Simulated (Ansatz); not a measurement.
input.yaml (Ansatz)

```yaml
crystal:
  lattice:
    - [-1.1789190289, 1.1789190289, 1.1789190289]
    - [1.1789190289, -1.1789190289, 1.1789190289]
    - [1.1789190289, 1.1789190289, -1.1789190289]
  atoms:
    - { symbol: B, position: [0.0, 0.0, 0.0] }
hamiltonian:
  xc: lda
  pseudopotentials:
    kind: paw
    azcp:
      B: "pseudopotentials/B.paw.azcp"
basis:
  ecutwfc: 420
  fft_grid_basis: typed
kpoints:
  mp_grid: { grid: [18, 18, 18], shift: [0, 0, 0] }
magnetization:
  spin_polarized: false
scf:
  occupations: { method: fermi_dirac, width: 0.1 }
relax:
  max_steps: 60
  f_tol: 0.01
  cell: {}
```

and its output:

```
Warning: the record states the generating functional pbe (its physics header spells it `PBE`), which answers neither for hamiltonian.xc's functional nor for the lda family's — results may be inconsistent (PPs are generated against a specific XC)
Engine: ansatz 0.2.0, x86_64-unknown-linux-gnu
Pseudopotentials: kind: paw
Pseudopotential: B, paw, valence charge 3, recommended cutoff 420 eV (normal) 
Functional definition: SPW92
  exchange = slater_x
  correlation = pw_c
Crystal: 1 atoms, lattice volume = 6.554 Å³
Basis set: ecut = 420 eV, 135 PW (Γ)
Bands: 6, of which v1, the nominal top of the filled ones, is band 2 counted from 1 (1 counted from 0)
Symmetry: 48 space group operations
Space group: Im-3m (ITA 229), of the structure as read, at distance tolerance 1.9e-5 Å
k-points: 195 of 5832
Non-local potential: B, projectors of the file, l = 0: 2, l = 1: 2, l = 2: 1
PAW form: soft (Blöchl's): semilocal exchange-correlation on the pseudo side does not see the compensation charge
PAW frozen core: B, regenerated for the run's functional, and the local potential with it (the file was generated under x = pbe(κ = 0.804, μ = 0.2195149727645171), c = pbe(β = 0.06672455060314922))
PAW one-centre angular grid: B, 110 points (default); XC on 64 Gauss nodes
Initial density: superposition of atomic densities (neutral atoms: chi_scale 0, normalization atom), corrected by the library's trained network
Initial wavefunctions: pseudopotential atomic-orbital guess
Functional: x = slater, c = lda
SCF iter   1: F=—  HF=-148.005012 eV  |F-HF|=—  |Δ(HF+E_count)|=         —  Δρ=2.78e-3  dr2=1.25e-4  ethr=1.77e-3  ⟨swp⟩=4.5  Hψ=8723  notcnv=0
SCF iter   2: F=—  HF=-148.005005 eV  |F-HF|=—  |Δ(HF+E_count)|=   6.79e-6  Δρ=1.41e-3  dr2=3.13e-5  ethr=4.18e-6  ⟨swp⟩=1.1  Hψ=2744  notcnv=0
SCF iter   3: F=—  HF=-148.005024 eV  |F-HF|=—  |Δ(HF+E_count)|=   1.88e-5  Δρ=4.74e-5  dr2=4.23e-8  ethr=1.04e-6  ⟨swp⟩=1.0  Hψ=1114  notcnv=0
iter 4 did not close the SCF: its close was put off for the readings that it lacked (scf_convergence_deferred on its scf_iter line)
SCF iter   4: F=-148.005024 eV  HF=-148.005024 eV  |F-HF|=6.09e-10  |Δ(HF+E_count)|=   2.02e-8  Δρ=7.58e-6  dr2=2.04e-9  ethr=1.41e-9  ⟨swp⟩=2.1  Hψ=1393  notcnv=0
iter 5 did not close the SCF: its close was put off for the readings that it lacked (scf_convergence_deferred on its scf_iter line)
SCF iter   5: F=-148.005024 eV  HF=-148.005024 eV  |F-HF|=1.65e-12  |Δ(HF+E_count)|=  5.33e-10  Δρ=4.11e-7  dr2=2.27e-12  ethr=6.78e-11  ⟨swp⟩=1.7  Hψ=1289  notcnv=0
SCF iter   6: F=-148.005024 eV  HF=-148.005024 eV  |F-HF|=4.55e-13  |Δ(HF+E_count)|=  1.25e-12  Δρ=2.36e-7  dr2=1.99e-12  ethr=1.00e-12  ⟨swp⟩=1.0  Hψ=2809  notcnv=0
SCF 1 converged in 6 iterations: F = -148.005024 eV  dr2 = 1.99e-12
...
Crystal: 1 atoms, lattice volume = 5.935 Å³
iter 1 solved again at ethr=6.01e-10 eV; its pass at ethr=3.10e-3 eV (dr2=1.80e-8 eV) is discarded
SCF iter   1: F=—  HF=-148.047945 eV  |F-HF|=—  |Δ(HF+E_count)|=         —  Δρ=2.96e-5  dr2=1.82e-8  ethr=6.01e-10  ⟨swp⟩=1.7  Hψ=10125  notcnv=0
SCF iter   2: F=-148.047945 eV  HF=-148.047945 eV  |F-HF|=3.72e-9  |Δ(HF+E_count)|=   1.25e-8  Δρ=1.40e-5  dr2=3.73e-9  ethr=6.01e-10  ⟨swp⟩=3.0  Hψ=2348  notcnv=0
SCF 6 converged in 2 iterations: F = -148.047945 eV  dr2 = 3.73e-9
relax step   6: F+E_penalty+E_count = -148.04794490 eV  Δ(F+E_penalty+E_count) = -1.164e-5 eV  max|allowed force component| = 0.000e0 eV/Å  Δτ_max = 0.0000 Å  P = +0.001 GPa  Ω = 5.935 Å³  energy of the carried Pulay correction = +9.521e-6 eV  (2 SCF iters, dr2 threshold 7.29e-8 eV, accepted)
iter 1 solved again at ethr=5.48e-9 eV; its pass at ethr=3.10e-3 eV (dr2=1.64e-7 eV) is discarded
SCF iter   1: F=—  HF=-148.047941 eV  |F-HF|=—  |Δ(HF+E_count)|=         —  Δρ=1.44e-5  dr2=3.79e-9  ethr=5.48e-9  ⟨swp⟩=2.8  Hψ=12074  notcnv=0
SCF iter   2: F=—  HF=-148.047941 eV  |F-HF|=—  |Δ(HF+E_count)|=   2.58e-9  Δρ=6.92e-6  dr2=8.09e-10  ethr=1.26e-10  ⟨swp⟩=1.0  Hψ=1173  notcnv=0
SCF iter   3: F=-148.047941 eV  HF=-148.047941 eV  |F-HF|=1.71e-13  |Δ(HF+E_count)|=  7.74e-10  Δρ=1.72e-7  dr2=6.48e-13  ethr=1.00e-12  ⟨swp⟩=3.5  Hψ=3823  notcnv=0
SCF 7 converged in 3 iterations: F = -148.047941 eV  dr2 = 6.48e-13
relax step   7: F+E_penalty+E_count = -148.04794053 eV  Δ(F+E_penalty+E_count) = +4.373e-6 eV  max|allowed force component| = 0.000e0 eV/Å  Δτ_max = 0.0000 Å  P = +0.001 GPa  Ω = 5.935 Å³  stress off target by 6.03e-4 GPa  SCF on the basis re-selected at this cell (its energy is not comparable with the rows above)  (3 SCF iters)
basis re-selected at this cell: Δ(F+E_penalty+E_count) = +4.373e-6 eV, ΔP = -0.001 GPa vs the last step (what re-selecting the basis moved, of the pressure what is left beyond the Pulay correction that the steps carried, after the strain that the cell walked since its last selection, with what the two solves' SCF thresholds leave and, on support functions, any second-order correction that the steps lacked; it is no measure of the basis error at this ecutwfc). This SCF's stress stands 6.03e-4 GPa from its target on what of the cell is left free (relax.cell.stress_tol is 5.00e-2 GPa) and its largest allowed force component is 0.00e0 eV/Å (relax.f_tol is 1.00e-2 eV/Å): within both
SCF converged after 3 iterations
Free energy (F): -148.047941 eV
Harris-Foulkes:  -148.047941 eV  (|F-HF|=1.71e-13)
Internal energy: -148.041004 eV  (E = F + TS)
E sigma→0 (E₀):  -148.044472 eV
Entropy (-TS):   -0.006937 eV (-6.937 meV/atom)
Fermi energy:    14.095206 eV
--- Per-component energies (eV) ---
  E_band       = 18.699249
  E_kinetic    = 48.736409
  E_local      = -1.155171  (includes V_loc(G=0)·N_el)
  E_nonlocal   = 12.191603
  E_hartree    = 0.205029
  E_xc         = -32.376516
  E_vxc        = -38.606244  (∫ρ·V_xc dr)
  E_paw        = -72.311143  (= ΣΔE_a)
  E_vpaw       = -2.877404  (= ΣTr[D̂ρ^β])
  E_aug_tail   = -0.000002  (compensation charges beyond the density's cutoff)
  E_ewald      = -103.377047
  E_core_change = 0.045834  (= ΣΔE_core)
  E_smearing   = -0.006937  (= −TS)
  E_closure    = 0.000000  (closes the sum)
  Σ components = -148.047941   (vs F -148.047941, Δ=0.00e0)
--- Forces (eV/Å), atoms counted from 1 ---
  atom   1  B      0.00000000     0.00000000     0.00000000
  max |Σ_I F_I| component: 4.11e-33 eV/Å
--- Stress (GPa, compression-positive) ---
        0.000603      -0.000000       0.000000
        0.000000       0.000603       0.000000
        0.000000      -0.000000       0.000603
  P = ⅓ Tr σ = 0.0006 GPa (0.006 kbar)
--- Relaxed structure (5 steps of the walk, 5 accepted, 2 SCFs on fresh bases) ---
  F+E_penalty+E_count = -148.04794053 eV   max|allowed force component| = 0.000e0 eV/Å   (the final SCF, on the basis selected at the relaxed cell)
  cell:  # Å, volume = 5.9350 Å³
    - [-1.1405651839777922, 1.1405651839777922, 1.1405651839777922]
    - [1.1405651839777922, -1.1405651839777922, 1.1405651839777922]
    - [1.1405651839777922, 1.1405651839777922, -1.1405651839777922]
  atoms:
    - { symbol: B, position: [0.0, 0.0, 0.0] }
```

Command:

```sh
ansatz run input.yaml --threads 2 --pin off --max-ram 5120MiB --backend cpu --events-out ev --progress --plain --runs-dir out
```

On 2 threads of Intel(R) Xeon(R) 6975P-C (Granite Rapids) (shared host) this took about 1.2 s of wall time and 2.1 s of CPU time.
